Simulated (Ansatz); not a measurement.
An Ansatz (a quantum-chemistry and plane-wave program) run. Input:

Ansatz 0.2 input:
```yaml
crystal:
  lattice:
    - [3.7808344113, 0.0, 0.0]
    - [0.0, 3.7808344113, 0.0]
    - [0.0, 0.0, 3.7808344113]
  atoms:
    - { symbol: Au, position: [0.0, 0.0, 0.0] }
    - { symbol: Cu, position: [0.0, 0.5, 0.5] }
    - { symbol: Cu, position: [0.5, 0.0, 0.5] }
    - { symbol: Cu, position: [0.5, 0.5, 0.0] }
kpoints:
  mp_grid: { grid: [11, 11, 11] }
hamiltonian:
  xc: pbe
  pseudopotentials: { kind: paw }
scf:
  occupations: { method: fermi_dirac, width: 0.1 }
phonons:
  method: dfpt
  response_accuracy: low
  eigenvectors: true
  rigid_motions: translations
```

Output (shortened):

```
Pseudopotential: Au, paw, valence charge 19
Pseudopotential: Cu, paw, valence charge 19
Functional definition: PBE
Crystal: 4 atoms, lattice volume = 54.046 Å³
Basis set: ecut = 420 eV, 1021 PW (Γ), exchange–correlation on 54×54×54 points (8 copies of the dense FFT grid, shifted against one another)
Bands: 46, of which v1, the nominal top of the filled ones, is band 38 counted from 1 (37 counted from 0)
Symmetry: 48 space group operations
k-points: 216 of 1331 (irreducible under 8 space group operations)
SCF iter   1: F=—  HF=-33025.033156 eV  |F-HF|=—  |Δ(HF+E_count)|=         —  Δρ=1.52e-3  dr2=9.65e-4  ethr=1.77e-3  ⟨swp⟩=5.5  Hψ=32407  notcnv=0  defer=144
preconditioner: auto → Kerker (q_TF=auto, 2.888 Å⁻¹)
SCF iter   2: F=—  HF=-33025.033797 eV  |F-HF|=—  |Δ(HF+E_count)|=   6.40e-4  Δρ=7.74e-4  dr2=3.06e-4  ethr=1.27e-6  ⟨swp⟩=2.3  Hψ=19832  notcnv=0  defer=186
SCF iter   3: F=—  HF=-33025.033884 eV  |F-HF|=—  |Δ(HF+E_count)|=   8.78e-5  Δρ=3.90e-4  dr2=1.08e-4  ethr=4.02e-7  ⟨swp⟩=2.8  Hψ=14665  notcnv=0  defer=186
SCF iter   4: F=—  HF=-33025.033876 eV  |F-HF|=—  |Δ(HF+E_count)|=   8.08e-6  Δρ=1.32e-4  dr2=1.27e-5  ethr=1.42e-7  ⟨swp⟩=2.1  Hψ=12771  notcnv=0  defer=186
SCF iter   5: F=—  HF=-33025.033868 eV  |F-HF|=—  |Δ(HF+E_count)|=   8.39e-6  Δρ=3.71e-5  dr2=1.37e-6  ethr=1.67e-8  ⟨swp⟩=2.0  Hψ=13409  notcnv=0  defer=186
SCF iter   6: F=—  HF=-33025.033866 eV  |F-HF|=—  |Δ(HF+E_count)|=   1.48e-6  Δρ=1.46e-5  dr2=1.19e-7  ethr=1.80e-9  ⟨swp⟩=2.0  Hψ=13617  notcnv=0  defer=186
SCF iter   7: F=—  HF=-33025.033866 eV  |F-HF|=—  |Δ(HF+E_count)|=   2.52e-8  Δρ=6.81e-6  dr2=1.67e-8  ethr=1.57e-10  ⟨swp⟩=2.0  Hψ=14092  notcnv=0  defer=186
SCF iter   8: F=—  HF=-33025.033866 eV  |F-HF|=—  |Δ(HF+E_count)|=   1.57e-9  Δρ=7.79e-7  dr2=2.42e-10  ethr=2.20e-11  ⟨swp⟩=2.0  Hψ=13499  notcnv=0  defer=186
SCF iter  10: F=-33025.033866 eV  HF=-33025.033866 eV  |F-HF|=7.28e-12  |Δ(HF+E_count)|=  2.91e-11  Δρ=7.79e-8  dr2=4.07e-12  ethr=1.00e-12  ⟨swp⟩=8.1  Hψ=51977  notcnv=0
SCF 1 converged in 10 iterations: F = -33025.033866 eV  dr2 = 4.07e-12
DFPT response loops at Γ: preconditioner auto → Kerker (q_TF=auto, 2.888 Å⁻¹) (partly filled bands, converged f_vac=0.000) …
SCF converged after 10 iterations
Free energy (F): -33025.033866 eV
Harris-Foulkes:  -33025.033866 eV  (|F-HF|=7.28e-12)
Internal energy: -33024.998371 eV  (E = F + TS)
E sigma→0 (E₀):  -33025.016119 eV
Entropy (-TS):   -0.035495 eV (-8.874 meV/atom)
Fermi energy:    17.480302 eV
--- Per-component energies (eV) ---
  E_band       = -1303.110201
  E_kinetic    = 1503.022039
  E_local      = -14241.075783  (includes V_loc(G=0)·N_el)
  E_nonlocal   = 1250.957008
  E_hartree    = 6267.559088
  E_xc         = -495.675558
  E_vxc        = -620.626692  (∫ρ·V_xc dr)
  E_paw        = -14702.326845  (= ΣΔE_a)
  E_vpaw       = -1730.506995  (= ΣTr[D̂ρ^β])
  E_aug_tail   = 0.002166  (compensation charges beyond the density's cutoff)
  E_ewald      = -12607.460487
  E_smearing   = -0.035495  (= −TS)
  E_closure    = 0.000000  (closes the sum)
  Σ components = -33025.033866   (vs F -33025.033866, Δ=0.00e0)
  [band-id]    e_kinetic+e_local+e_nonlocal+2·e_hartree+e_vxc+e_vpaw+e_augmentation_tail = -1303.110081   (vs E_band -1303.110201, Δ=1.20e-4)
--- Band table (eV; the first three rows and the last of 216) ---
  k-point 0: bands = ["-94.8992", "-94.8922", "-94.8922", "-88.4924", "-52.2978", "-52.2978", "-52.2978", "-52.2720", "-52.2720", "-52.2720", "-52.2549", "-52.2549", "-52.2549", "-39.9123", "-39.9123", "-39.9123", "7.9938", "11.2408", "11.2408", "12.0411", …
  k-point 1: bands = ["-94.8991", "-94.8923", "-94.8922", "-88.4924", "-52.2973", "-52.2973", "-52.2969", "-52.2721", "-52.2721", "-52.2720", "-52.2558", "-52.2553", "-52.2553", "-39.9126", "-39.9123", "-39.9123", "8.0917", "11.2772", "11.2871", "12.0606", …
  k-point 2: bands = ["-94.8988", "-94.8927", "-94.8922", "-88.4924", "-52.2959", "-52.2959", "-52.2945", "-52.2725", "-52.2725", "-52.2721", "-52.2584", "-52.2563", "-52.2563", "-39.9134", "-39.9123", "-39.9123", "8.3802", "11.3783", "11.4082", "12.1151", …
  k-point 215: bands = ["-94.8947", "-94.8945", "-94.8945", "-88.4924", "-52.3099", "-52.2929", "-52.2928", "-52.2928", "-52.2580", "-52.2580", "-52.2574", "-52.2572", "-52.2572", "-39.9150", "-39.9149", "-39.9149", "11.1795", "11.2070", "11.2070", "12.2907", …
--- Phonons (Γ-DFPT): 3 representative perturbations + reference, on 216 of 1331 k-points (Σ response iterations 10) ---
  ASR residual: 6.008e-4 → 0.000e0 eV/Å²; symmetrization residual: 1.071e-4 eV/Å²
  ASR residual per site (eV/Å²): 4.41e-4 6.01e-4 6.01e-4 6.01e-4
  Γ frequencies (cm⁻¹): 0.00 0.00 0.00 114.83 114.83 114.83 162.43 162.43 162.43 204.87 204.87 204.87
  non-analytic LO–TO correction: not included (Born effective charges unavailable; polar crystals: no LO–TO splitting at Γ)
```

Cost: very roughly 4 core-minutes on shared cores.

Space group Pm-3m (Cu3Au type). The PBE relaxation kept the symmetry of its start; of distortions, only those at the zone centre were tested. The run is not spin-polarised. As this level gives no gap, phonon frequencies hold no LO–TO term and depend on the k-mesh and smearing (Fermi–Dirac, 0.1 eV here). Scalar-relativistic: spin–orbit coupling is off unless named, which matters more the heavier the elements.

Potentials: the later of the program's two PAW sets.

Ansatz is a plane-wave DFT program.
